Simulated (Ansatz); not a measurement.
Input:

InAs (zinc blende)

```cif
data_AsIn
_chemical_formula_sum 'As1 In1'
_space_group_name_H-M_alt 'P 1'
_space_group_IT_number 1
_cell_length_a 4.37460
_cell_length_b 4.37460
_cell_length_c 4.37460
_cell_angle_alpha 60.000
_cell_angle_beta 60.000
_cell_angle_gamma 60.000
loop_
_space_group_symop_operation_xyz
  'x, y, z'
loop_
_atom_site_label
_atom_site_type_symbol
_atom_site_fract_x
_atom_site_fract_y
_atom_site_fract_z
_atom_site_occupancy
As1 As 0.75000 0.75000 0.75000 1
In1 In 0.00000 0.00000 0.00000 1
```

E(V) scan at fixed shape, V₀ the volume above. Symmetry pins the atoms to their sites.

Level of theory: PBE (plane waves to 420 eV, PAW, scalar-relativistic; Ansatz, a first-principles code). k mesh 9×9×9 (Γ-centred), Fermi-Dirac smearing 0.05 eV. E stands for the smeared free energy. Compression counts positive. At this level the bands of InAs touch or barely overlap; measurements give the solid a gap. InAs was relaxed with its symmetry unable to fall. The PAW data are Ansatz's earlier set. The zero of ΔE is the relaxed starting cell.

The scan covers V/V₀ from 0.840 to 1.160 in 9 points.

Task: What is the fitted pressure derivative B₀′?

Result: 4.8.

Task: What bulk modulus B₀ follows from a third-order Birch-Murnaghan fit?

Result: 48.3 GPa.

(Under strain, the slope of the energy per volume gives the stress and its curvature an elastic modulus.)
